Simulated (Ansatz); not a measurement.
WS₂ in space group P6_3/mmc (No. 194; W on 2c, S on 4f), r²SCAN+D4 in the plane-wave PAW code Ansatz. The conduction-band minimum lies on the K–Γ line, 48 % of the way from K, with 6 equivalent valleys. Second derivatives d²E/dk² of the lowest band at one valley (eV·Å²), along Cartesian directions:

```csv
direction,d²E/dk²
[100],13.20
[010],13.83
[001],14.81
[110],14.02
[101],14.01
[011],14.32
```

Problem. Find the principal effective masses, the density-of-states mass and the conductivity mass.

Solution. Off-diagonal terms follow from H_xy = H[110] − (H_xx + H_yy)/2, and m*/mₑ = 7.620 eV·Å² over each eigenvalue: 0.51, 0.54, 0.59. One valley's DOS mass (m₁m₂m₃)^(1/3) = 0.55, conductivity mass 3/(Σ 1/mᵢ) = 0.55 mₑ.

Problem. What effective density of states Nc follows at 300 K for parabolic valleys?

Solution. Nc = 2.509e19 × 6 × (0.55)^(3/2) ≈ 6.1e19 cm⁻³.

Problem. With the computed static dielectric constant 10.6 (mean of the diagonal), estimate a hydrogenic donor's binding energy and radius.

Solution. E = 13.606 eV × 0.55/10.6² ≈ 67 meV; a = 0.529 Å × ε/m* ≈ 10 Å. Semilocal masses tend to be too small where the gap is.

Symmetry was held in the r²SCAN+D4 relaxation; phonons on a q-mesh show no instability. No spin polarisation was allowed. Scalar-relativistic: spin–orbit coupling is off unless named, which matters more the heavier the elements.

Potentials: the earlier of the program's two PAW sets.
